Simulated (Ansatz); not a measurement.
Li started on a Ba site and an O vacancy, 4.86 Å apart on the ideal sites in cubic perovskite BaTiO3, 39 atoms, charge −1

Computed with DFT, PBEsol, PAW, plane waves (Ansatz).

Command:

```sh
ansatz run in.yaml --threads 8 --pin off --max-ram 118750MiB --runs-dir r --events-out ev --progress --plain --backend cuda --devices 0,
```

The input less its lattice and atoms:

```yaml
crystal:
  symmetry: { detect: false }
kpoints:
  mp_grid: { grid: [1, 1, 1], shift: [0.25, 0.25, 0.25] }
hamiltonian:
  xc: pbesol
total_charge: -1
scf:
  occupations: { method: fermi_dirac, width: 0.01 }
relax:
  f_tol: 0.03
  max_steps: 80
  escape_saddle: false
  adjacent_minimum: "off"
output:
  forces: true
  eigenvalues: true
  populations: true
  charged_corrections: { epsilon: 300 }
```

Start:

```
Ba Li Ti O
1.0
     7.94042    0.00000    0.00000
     0.00000    7.94042    0.00000
     0.00000    0.00000    7.94042
Ba Li Ti O
7 1 8 23
Cartesian
  7.9072 0.0141 0.0034
  7.9198 0.0190 3.9543
  7.9257 3.9595 7.9181
  0.0009 3.9535 3.9796
  3.9735 7.9358 0.0189
  4.0077 0.0044 3.9689
  3.9540 4.0131 7.9371
  3.9594 3.9497 3.9873
  1.9885 1.9562 1.9879
  1.9843 1.9654 5.9402
  2.0027 5.9898 1.9876
  1.9994 5.9549 5.9560
  5.9562 2.0044 2.0141
  5.9267 1.9783 5.9560
  5.9871 5.9257 1.9782
  5.9805 5.9612 5.9877
  1.9803 1.9534 3.9831
  1.9938 5.9646 0.0011
  2.0011 5.9497 3.9966
  5.9588 1.9944 7.9042
  5.9704 1.9931 3.9489
  5.9790 5.9420 7.9344
  5.9374 5.9350 3.9750
  0.0245 1.9703 1.9785
  7.9089 1.9900 5.9679
  0.0039 5.9390 1.9575
  7.9394 5.9530 5.9798
  3.9316 1.9854 1.9757
  4.0076 1.9927 5.9130
  3.9950 5.9502 1.9834
  3.9497 5.9392 5.9403
  2.0064 7.9237 1.9895
  1.9574 7.9115 6.0077
  1.9718 3.9857 1.9887
  1.9703 3.9874 5.9910
  5.9520 7.9066 2.0113
  5.9445 0.0075 5.9514
  5.9300 4.0265 1.9890
  5.9493 3.9802 5.9592
```

Steps:

```tsv
step	energy less the first (eV)	largest force component (eV/Å)
start	0.000	1.806
1	-0.015	1.463
2	-0.727	1.362
3	-0.958	0.597
4	-1.079	0.342
5	-1.176	0.261
6	-1.196	0.268
7	-1.244	0.507
8	-1.280	0.169
9	-1.335	0.169
10	-1.341	0.190
11	-1.343	0.167
12	-1.354	0.107
13	-1.356	0.113
14	-1.359	0.091
15	-1.359	0.046
16	-1.360	0.048
17	-1.361	0.043
18	-1.361	0.009
```

A structure on the way, about -0.96 eV from the start:

```xyz
39
Lattice="7.9404 0.0000 0.0000 0.0000 7.9404 0.0000 0.0000 0.0000 7.9404" Properties=species:S:1:pos:R:3 pbc="T T T"
Ba    7.9043    7.9096    0.0011
Ba    7.9120    7.9136    3.9723
Ba    7.9019    3.9808    0.0028
Ba    7.9181    3.9967    3.9761
Ba    3.9901    7.8977    0.0064
Ba    4.0029    7.9039    3.9725
Ba    3.9960    3.9967    0.0070
Li    4.1813    4.1936    3.9503
Ti    2.0487    2.0453    2.1315
Ti    1.9729    1.9762    5.8097
Ti    2.0064    5.9813    1.9893
Ti    2.0135    5.9126    5.9480
Ti    5.9771    1.9908    2.0239
Ti    5.8996    1.9948    5.9653
Ti    5.9415    5.9214    2.0145
Ti    5.9416    5.9166    5.9431
O     1.9665    1.9430    3.9740
O     1.9775    5.9431    0.0127
O     1.9586    5.9605    3.9726
O     5.9476    1.9820    7.9364
O     5.9521    1.9733    3.9518
O     5.9360    5.9459    7.9302
O     5.9517    5.9490    3.9706
O     0.0216    1.9986    1.9656
O     0.0261    1.9774    5.9917
O     7.9298    5.9472    1.9789
O     7.9213    5.9409    5.9557
O     3.9299    1.9849    1.9347
O     3.9347    1.9636    5.9966
O     3.9678    5.9575    1.9934
O     3.9559    5.9445    5.9492
O     1.9990    0.0133    1.9665
O     1.9688    0.0217    6.0022
O     1.9865    3.9315    1.9394
O     1.9595    3.9265    6.0072
O     5.9534    7.9373    1.9864
O     5.9376    7.9309    5.9547
O     5.9491    3.9764    1.9884
O     5.9384    3.9666    5.9485
```

End:

```xyz
39
Lattice="7.9404 0.0000 0.0000 0.0000 7.9404 0.0000 0.0000 0.0000 7.9404" Properties=species:S:1:pos:R:3 pbc="T T T"
Ba    0.0122    0.0115    0.0020
Ba    7.9404    7.9398    4.0065
Ba    7.9200    3.9853    0.0131
Ba    0.0018    4.0000    3.9951
Ba    3.9862    7.9193    0.0132
Ba    4.0012    0.0007    3.9952
Ba    3.9949    3.9939    0.0134
Li    4.5028    4.5029    3.5587
Ti    2.0809    2.0800    2.1247
Ti    2.0609    2.0598    5.8241
Ti    2.0553    6.0087    2.0428
Ti    2.0590    5.9730    5.9810
Ti    6.0091    2.0548    2.0434
Ti    5.9737    2.0582    5.9812
Ti    6.0172    6.0165    1.9930
Ti    5.9727    5.9717    5.9537
O     1.8751    1.8737    3.9787
O     1.9659    5.9154    0.0128
O     1.9370    5.9488    3.9589
O     5.9160    1.9655    0.0128
O     5.9492    1.9361    3.9591
O     5.9219    5.9210    7.9368
O     5.8959    5.8955    3.9578
O     7.8932    1.9666    1.9596
O     7.8939    1.9503    6.0005
O     7.8880    5.9221    1.9905
O     7.8734    5.9111    5.9454
O     3.8947    1.9343    1.9228
O     3.8977    1.9186    6.0513
O     3.9413    5.8875    2.0382
O     3.9265    5.9224    5.9527
O     1.9670    7.8925    1.9593
O     1.9510    7.8932    6.0006
O     1.9354    3.8936    1.9225
O     1.9194    3.8966    6.0518
O     5.9231    7.8873    1.9903
O     5.9120    7.8727    5.9457
O     5.8878    3.9408    2.0387
O     5.9234    3.9258    5.9529
```

The run converged.

Time: 20 s of wall time on one NVIDIA GB300 with 8 processor threads, on a host shared with other runs; peak host memory 1.9 GiB.

Question: How much energy did the relaxation gain, and which atom moved most?

Answer: 1.36 eV in 18 steps, from a start with small random displacements (the gain also holds any tilting of the ideal host); atom 8 (Li) moved 0.89 Å, the median atom 0.07 Å (drift of the whole cell removed).

The run had no spin, and a state with a moment may lie lower. The one k point has no symmetry partners, which can distort the end along one axis.
